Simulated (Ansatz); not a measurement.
## Computed properties of Si

Si:
```yaml
crystal:
  lattice:
    - [-2.38247, 2.38247, 1.30519]
    - [2.38247, -2.38247, 1.30519]
    - [2.38247, 2.38247, -1.30519]
  atoms:
    - { symbol: Si, position: [0.25000, 0.75000, 0.50000] }
    - { symbol: Si, position: [0.50000, 0.50000, 0.00000] }
```

Space group I4_1/amd (No. 141), β-Sn type; conventional cell a = b = 4.7649 Å, c = 2.6104 Å, α = β = γ = 90.00°.

Method: LDA (plane waves, PAW; program Ansatz). The cell and atoms are relaxed at this level. Other levels are named where they apply.

**Cell and energy**

```yaml
volume_per_atom: 14.82 Å³
density: 3.15 g/cm³
```

**Electronic structure**

```yaml
electronic_character: metallic (no gap)
Density of states at the Fermi level: 0.36 states/eV per atom (mean over ±0.08 eV)
```

**Mechanics**

```yaml
Bulk modulus (Birch–Murnaghan fit): 116 GPa
Pressure derivative B′: 4.5
Elastic constants (relaxed ions, GPa): C11 = 181, C12 = 111, C13 = 71.9, C33 = 184, C44 = 63.8, C66 = 83.5
mechanical_stability: stable (all eigenvalues of C positive)
hill_bulk_and_shear_moduli: 117 and 59.2 GPa
Young's modulus: 152 GPa
Poisson's ratio: 0.28
debye_temperature_from_the_elastic_constants: 586 K
```

**Phonons**

```yaml
highest_zone_centre_frequency: 330 cm^-1
zone_centre_stability: no imaginary mode at Γ
```

This is a known high-pressure phase of the composition, computed here at zero pressure and temperature. The LDA relaxation kept the symmetry of its start. As this level gives no gap, shear constants depend on the k-mesh and smearing (Fermi–Dirac, 0.1 eV here). As this level gives no gap, phonon frequencies hold no LO–TO term and depend on the k-mesh and smearing (Fermi–Dirac, 0.1 eV here).

Potentials: the later of the program's two PAW sets.
